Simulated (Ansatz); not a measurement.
LuAg4 in space group I4/m (No. 87; Lu on 2a, Ag on 8h), r²SCAN in the plane-wave PAW code Ansatz, all energies at zero smearing, with the estimated change up to a 700 eV cutoff added, with one set of potentials and settings (totals compare only within such a set). Cell of 5 atoms (1 Lu, 4 Ag): -45160.516 eV.

```csv
element,reference phase,E (eV/atom)
Lu,"P6_3/mmc, 2 atoms in the cell",-14743.6978
Ag,"R-3m, 3 atoms in the cell",-7603.9440
```

Formation energy per atom, worked out: (-45160.516 − 1×(-14743.6978) − 4×(-7603.9440))/5 = -0.208 eV/atom (-20 kJ per mol of atoms), at 0 K, without zero-point energy or fitted corrections.

The workflow started from a Materials Project entry (that database holds measured and hypothetical structures alike); the Crystallography Open Database files this formula in space group No. 87, but the cells were not matched. Whether it is the stable phase at ambient conditions was not checked. Symmetry was held in the r²SCAN relaxation; whether a distortion lowers the energy is not shown. The run is not spin-polarised. The references are the lowest solids computed at this level, not always the standard phases. Scalar-relativistic: spin–orbit coupling is off unless named, which matters more the heavier the elements.

Potentials: the later of the program's two PAW sets.
